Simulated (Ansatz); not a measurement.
**CsLiCr2Te2S3 and the effect of the dispersion correction**

The cell as given:

```
Cs Li Cr Te S
1.0
     7.28959   -2.10433    0.01772
     7.28959    2.10433    0.01772
    -2.53315    0.00000    7.28100
Cs Li Cr Te S
1 1 2 2 3
Direct
  0.50000 0.50000 0.00000
  0.00000 0.00000 0.50000
  0.32870 0.32870 0.43300
  0.67130 0.67130 0.56700
  0.80672 0.80672 0.17427
  0.19328 0.19328 0.82573
  0.16358 0.16358 0.39713
  0.83642 0.83642 0.60287
  0.50000 0.50000 0.50000
```

The cell comes from a database or a generator and needn't be the stable form of this composition.

Kept alike: task relaxation of cell and atoms; functional PBE; k mesh 5 × 5 × 3; occupations fermi-dirac, width 0.05 eV; collinear spin, ferromagnetic start. Program: Ansatz, Ansatz PAW, cutoff 420 eV. The mesh is that of the run's cell of 9 atoms. No spin-orbit coupling.

| dispersion correction | volume (Å³/atom) | first edge of the run's cell (Å) | third edge of the run's cell (Å) |
| --- | --- | --- | --- |
| D3(BJ) | 23.157 | 7.508 | 7.447 |
| D3(BJ)-ATM | 23.374 | 7.515 | 7.482 |
| D4 | 23.280 | 7.514 | 7.469 |

For a metal such a mesh leaves the last digits unconverged. Relaxations stop with a little pressure left, so the last digits of a volume or edge aren't settled. The runs hold the magnetic state that their start led to, which needn't be the lowest.

The volume runs from 23.157 (D3(BJ)) to 23.374 Å³/atom (D3(BJ)-ATM). The first edge of the run's cell runs from 7.508 (D3(BJ)) to 7.515 Å (D3(BJ)-ATM). The third edge of the run's cell runs from 7.447 (D3(BJ)) to 7.482 Å (D3(BJ)-ATM).
